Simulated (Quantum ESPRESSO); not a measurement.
TiGaGeO5F, one run as intended and one with a planted mistake

A calculation, not a measurement. The program is pw.x of Quantum ESPRESSO 7.5 (plane-wave density functional theory). The cell is made up: 9 atoms on a corundum lattice with one site empty, with randomly drawn elements, strain and displacements, not relaxed. PseudoDojo standard norm-conserving files (v0.5 for PBE, v0.4.1 for LDA and PBEsol) set the functional; there is no spin polarisation, spin-orbit coupling or dispersion term, and the masses in the input are unused placeholders.

Intended input:

```
&control calculation='scf', pseudo_dir='./dojo.nc.sr.pbe.v0_5.standard.upf', outdir='./o', disk_io='low', tprnfor=.true., tstress=.true. /
&system ibrav=0, nat=9, ntyp=5, nbnd=44, ecutwfc=84.00895049, nosym=.true., tot_charge=0,
 occupations='smearing', smearing='fd', degauss=0.0018374661
/
&electrons conv_thr=7.350e-09, electron_maxstep=60, /
ATOMIC_SPECIES
F 1.0 F.upf
Ga 1.0 Ga.upf
Ge 1.0 Ge.upf
O 1.0 O.upf
Ti 1.0 Ti.upf
CELL_PARAMETERS angstrom
2.6628 1.5741 4.6182
-2.6632 1.5012 4.6421
-0.0633 -3.0151 4.6107
ATOMIC_POSITIONS angstrom
Ti 0.1231 -0.0087 4.6892
Ga -0.1333 0.0502 8.9319
Ge -0.1689 0.0273 11.8489
O -1.0397 1.5013 8.0526
O -0.8675 -1.6882 8.1295
O 1.9763 0.1935 8.0572
O 1.1963 -1.5397 5.7587
O 0.8046 1.654 5.7376
F -1.8653 -0.1099 5.8343
K_POINTS automatic
5 5 5 1 1 1
```

The log is shortened where brackets say so; the opening notice, blank lines, dates and the lines on written files are dropped, and the path of the files is cut. It prints rydbergs, bohrs and kilobars, and counts compression as positive stress. Where no state is partly filled, the Fermi energy that it prints is only some level between the filled and the empty states on the mesh, and need not lie in the true gap.

Log of the intended run:

```
     Program PWSCF v.7.5
     Parallel version (MPI & OpenMP), running on       4 processor cores
     Number of MPI processes:                 4
     Threads/MPI process:                     1
     [start-up lines left out]
     bravais-lattice index     =            0
     lattice parameter (alat)  =      10.5039  a.u.
     unit-cell volume          =     756.4121 (a.u.)^3
     number of atoms/cell      =            9
     number of atomic types    =            5
     number of electrons       =        76.00
     number of Kohn-Sham states=           44
     kinetic-energy cutoff     =      84.0090  Ry
     charge density cutoff     =     336.0358  Ry
     scf convergence threshold =      7.3E-09
     mixing beta               =       0.7000
     number of iterations used =            8  plain     mixing
     Exchange-correlation= PBE
                           (   1   4   3   4   0   0   0)
     [axes and pseudopotential details left out]
   Cartesian axes
     site n.     atom                  positions (alat units)
         1        Ti     tau(   1) = (   0.0221466  -0.0015652   0.8436206  )
         2        Ga     tau(   2) = (  -0.0239816   0.0090313   1.6069126  )
         3        Ge     tau(   3) = (  -0.0303863   0.0049115   2.1317018  )
         4        O      tau(   4) = (  -0.1870495   0.2700946   1.4487203  )
         5        O      tau(   5) = (  -0.1560694  -0.3037192   1.4625551  )
         6        O      tau(   6) = (   0.3555505   0.0348120   1.4495478  )
         7        O      tau(   7) = (   0.2152229  -0.2770030   1.0360313  )
         8        O      tau(   8) = (   0.1447533   0.2975664   1.0322352  )
         9        F      tau(   9) = (  -0.3355808  -0.0197718   1.0496322  )
     number of k points=    63  Fermi-Dirac smearing, width (Ry)=  0.0018
                       cart. coord. in units 2pi/alat
        k(    1) = (   0.0005466  -0.0005212   0.1202215), wk =   0.0320000
        k(    2) = (   0.0042588  -0.2450983   0.2014446), wk =   0.0320000
     [further k points left out]
     Dense  grid:    78745 G-vectors     FFT dimensions: (  64,  64,  64)
     Estimated max dynamical RAM per process >     226.63 MB
     Estimated total dynamical RAM >     848.85 MB
     Initial potential from superposition of free atoms
     starting charge      75.9949, renormalised to      76.0000
     Starting wfcs are   52 randomized atomic wfcs
     total cpu time spent up to now is       10.6 secs
     per-process dynamical memory:   183.6 Mb
     Self-consistent Calculation
     iteration #  1     ecut=    84.01 Ry     beta= 0.70
     Davidson diagonalization with overlap
     ethr =  1.00E-02,  avg # of iterations =  2.0
     total cpu time spent up to now is       27.5 secs
     total energy              =    -663.62602800 Ry
     estimated scf accuracy    <       2.99242795 Ry
     iteration #  2     ecut=    84.01 Ry     beta= 0.70
     Davidson diagonalization with overlap
     ethr =  3.94E-03,  avg # of iterations =  6.5
     total cpu time spent up to now is       48.4 secs
     total energy              =    -659.51166878 Ry
     estimated scf accuracy    <      46.42760845 Ry
     [iterations 3 to 14 left out]
     iteration # 15     ecut=    84.01 Ry     beta= 0.70
     Davidson diagonalization with overlap
     ethr =  5.92E-10,  avg # of iterations =  2.2
     total cpu time spent up to now is      239.2 secs
     total energy              =    -665.24086561 Ry
     estimated scf accuracy    <       0.00000002 Ry
     iteration # 16     ecut=    84.01 Ry     beta= 0.70
     Davidson diagonalization with overlap
     ethr =  2.76E-11,  avg # of iterations =  4.8
     total cpu time spent up to now is      254.7 secs
     End of self-consistent calculation
     [lines on levels left out]
     the Fermi energy is     6.8781 ev
!    total energy              =    -665.24086561 Ry
     estimated scf accuracy    <          2.1E-09 Ry
     smearing contrib. (-TS)   =      -0.00000000 Ry
     internal energy E=F+TS    =    -665.24086561 Ry
     The total energy is F=E-TS. E is the sum of the following terms:
     one-electron contribution =    -288.47871692 Ry
     hartree contribution      =     191.24438847 Ry
     xc contribution           =    -155.25923824 Ry
     ewald contribution        =    -412.74729893 Ry
     convergence has been achieved in  16 iterations
     Forces acting on atoms (cartesian axes, Ry/au):
     atom    1 type  5   force =    -0.00384327    0.06438560    0.00886447
     atom    2 type  2   force =     0.04453053   -0.07359120    0.01659067
     atom    3 type  3   force =     0.02460863   -0.01890478   -0.03489018
     atom    4 type  4   force =     0.03809277    0.02711001    0.03056660
     atom    5 type  4   force =    -0.03902615    0.02750490    0.01352463
     atom    6 type  4   force =    -0.03319828   -0.05728292    0.03589745
     atom    7 type  4   force =     0.00061370    0.08748012   -0.00375384
     atom    8 type  4   force =    -0.06436800   -0.01795409   -0.03838918
     atom    9 type  1   force =     0.03259006   -0.03874764   -0.02841061
     Total force =     0.205731     Total SCF correction =     0.000152
     Computing stress (Cartesian axis) and pressure
          total   stress  (Ry/bohr**3)                   (kbar)     P=     -186.14
  -0.00110676  -0.00010414  -0.00026502         -162.81      -15.32      -38.99
  -0.00010414  -0.00157713  -0.00020522          -15.32     -232.00      -30.19
  -0.00026502  -0.00020522  -0.00111213          -38.99      -30.19     -163.60
     init_run     :     10.01s CPU     10.43s WALL (       1 calls)
     electrons    :    242.25s CPU    244.18s WALL (       1 calls)
     forces       :      1.60s CPU      1.66s WALL (       1 calls)
     stress       :      5.24s CPU      5.28s WALL (       1 calls)
     [timing details left out]
     PWSCF        :   4m19.32s CPU   4m21.87s WALL
     JOB DONE.
```

A second run has one planted mistake: the cell and the positions are scaled by a wrong factor. The input lines that differ, file-writing options aside:

```
- 2.6628 1.5741 4.6182
+ 2.6191 1.5483 4.5425
- -2.6632 1.5012 4.6421
+ -2.6195 1.4766 4.566
- -0.0633 -3.0151 4.6107
+ -0.0623 -2.9657 4.5351
- Ti 0.1231 -0.0087 4.6892
+ Ti 0.1211 -0.0086 4.6123
- Ga -0.1333 0.0502 8.9319
+ Ga -0.1311 0.0494 8.7854
- Ge -0.1689 0.0273 11.8489
+ Ge -0.1661 0.0269 11.6546
- O -1.0397 1.5013 8.0526
+ O -1.0226 1.4767 7.9205
- O -0.8675 -1.6882 8.1295
+ O -0.8533 -1.6605 7.9962
- O 1.9763 0.1935 8.0572
+ O 1.9439 0.1903 7.9251
- O 1.1963 -1.5397 5.7587
+ O 1.1767 -1.5144 5.6643
- O 0.8046 1.654 5.7376
+ O 0.7914 1.6269 5.6435
- F -1.8653 -0.1099 5.8343
+ F -1.8347 -0.1081 5.7386
```

Its log:

```
     Program PWSCF v.7.5
     Parallel version (MPI & OpenMP), running on       4 processor cores
     Number of MPI processes:                 4
     Threads/MPI process:                     1
     [start-up lines left out]
     bravais-lattice index     =            0
     lattice parameter (alat)  =      10.3317  a.u.
     unit-cell volume          =     719.8111 (a.u.)^3
     number of atoms/cell      =            9
     number of atomic types    =            5
     number of electrons       =        76.00
     number of Kohn-Sham states=           44
     kinetic-energy cutoff     =      84.0090  Ry
     charge density cutoff     =     336.0358  Ry
     scf convergence threshold =      7.3E-09
     mixing beta               =       0.7000
     number of iterations used =            8  plain     mixing
     Exchange-correlation= PBE
                           (   1   4   3   4   0   0   0)
     [axes and pseudopotential details left out]
   Cartesian axes
     site n.     atom                  positions (alat units)
         1        Ti     tau(   1) = (   0.0221499  -0.0015730   0.8436177  )
         2        Ga     tau(   2) = (  -0.0239790   0.0090356   1.6069031  )
         3        Ge     tau(   3) = (  -0.0303807   0.0049202   2.1316972  )
         4        O      tau(   4) = (  -0.1870398   0.2700974   1.4487076  )
         5        O      tau(   5) = (  -0.1560738  -0.3037156   1.4625536  )
         6        O      tau(   6) = (   0.3555511   0.0348070   1.4495490  )
         7        O      tau(   7) = (   0.2152256  -0.2769930   1.0360349  )
         8        O      tau(   8) = (   0.1447519   0.2975699   1.0322305  )
         9        F      tau(   9) = (  -0.3355778  -0.0197721   1.0496249  )
     number of k points=    63  Fermi-Dirac smearing, width (Ry)=  0.0018
                       cart. coord. in units 2pi/alat
        k(    1) = (   0.0005464  -0.0005217   0.1202213), wk =   0.0320000
        k(    2) = (   0.0042583  -0.2450966   0.2014439), wk =   0.0320000
     [further k points left out]
     Dense  grid:    74837 G-vectors     FFT dimensions: (  64,  64,  60)
     Estimated max dynamical RAM per process >     215.75 MB
     Estimated total dynamical RAM >     808.18 MB
     Initial potential from superposition of free atoms
     starting charge      75.9949, renormalised to      76.0000
     Starting wfcs are   52 randomized atomic wfcs
     total cpu time spent up to now is        8.9 secs
     per-process dynamical memory:   172.0 Mb
     Self-consistent Calculation
     iteration #  1     ecut=    84.01 Ry     beta= 0.70
     Davidson diagonalization with overlap
     ethr =  1.00E-02,  avg # of iterations =  2.0
     total cpu time spent up to now is       26.0 secs
     total energy              =    -663.75032065 Ry
     estimated scf accuracy    <       2.89135380 Ry
     iteration #  2     ecut=    84.01 Ry     beta= 0.70
     Davidson diagonalization with overlap
     ethr =  3.80E-03,  avg # of iterations =  6.2
     total cpu time spent up to now is       48.6 secs
     total energy              =    -659.79719095 Ry
     estimated scf accuracy    <      41.94777363 Ry
     [iterations 3 to 14 left out]
     iteration # 15     ecut=    84.01 Ry     beta= 0.70
     Davidson diagonalization with overlap
     ethr =  2.36E-10,  avg # of iterations =  2.4
     total cpu time spent up to now is      284.0 secs
     total energy              =    -665.28113324 Ry
     estimated scf accuracy    <       0.00000001 Ry
     iteration # 16     ecut=    84.01 Ry     beta= 0.70
     Davidson diagonalization with overlap
     ethr =  1.40E-11,  avg # of iterations =  5.1
     total cpu time spent up to now is      303.4 secs
     End of self-consistent calculation
     [lines on levels left out]
     the Fermi energy is     7.4148 ev
!    total energy              =    -665.28113325 Ry
     estimated scf accuracy    <          8.3E-10 Ry
     smearing contrib. (-TS)   =      -0.00000000 Ry
     internal energy E=F+TS    =    -665.28113325 Ry
     The total energy is F=E-TS. E is the sum of the following terms:
     one-electron contribution =    -277.92838512 Ry
     hartree contribution      =     187.79107859 Ry
     xc contribution           =    -155.51686171 Ry
     ewald contribution        =    -419.62696501 Ry
     convergence has been achieved in  16 iterations
     Forces acting on atoms (cartesian axes, Ry/au):
     atom    1 type  5   force =    -0.00864297    0.06382210    0.02665444
     atom    2 type  2   force =     0.05933563   -0.07931855    0.01055300
     atom    3 type  3   force =     0.03526118   -0.02294894   -0.03364315
     atom    4 type  4   force =     0.04344064    0.03301531    0.01874759
     atom    5 type  4   force =    -0.04950610    0.03166761    0.00186204
     atom    6 type  4   force =    -0.04115386   -0.06082874    0.03319306
     atom    7 type  4   force =    -0.01457047    0.08589554    0.00099640
     atom    8 type  4   force =    -0.05773253   -0.01741984   -0.03161165
     atom    9 type  1   force =     0.03356849   -0.03388449   -0.02675173
     Total force =     0.214902     Total SCF correction =     0.000090
     Computing stress (Cartesian axis) and pressure
          total   stress  (Ry/bohr**3)                   (kbar)     P=     -135.51
  -0.00078327  -0.00013440  -0.00026604         -115.22      -19.77      -39.14
  -0.00013440  -0.00122704  -0.00022474          -19.77     -180.50      -33.06
  -0.00026604  -0.00022474  -0.00075328          -39.14      -33.06     -110.81
     init_run     :      8.25s CPU      8.64s WALL (       1 calls)
     electrons    :    292.23s CPU    294.54s WALL (       1 calls)
     forces       :      1.69s CPU      1.73s WALL (       1 calls)
     stress       :      6.07s CPU      6.07s WALL (       1 calls)
     [timing details left out]
     PWSCF        :   5m 8.53s CPU   5m11.36s WALL
     JOB DONE.
```

|  | intended run | run with the mistake |
| --- | --- | --- |
| free energy (eV) | -9051.063 | -9051.611 |
| smearing term -TS (eV) | 0.0000 | 0.0000 |
| pressure (GPa) | -18.61 | -13.55 |
| largest force component (eV/Å) | 2.249 | 2.208 |
| largest change of a force component (eV/Å) |  | 0.457 |
| iterations | 16 | 16 |

For scale, a rerun of the intended cell at 1437 eV and a 7 x 7 x 7 mesh moved values by no more than 0.003 eV in energy, 0.04 GPa in stress and 0.002 eV/Å in force.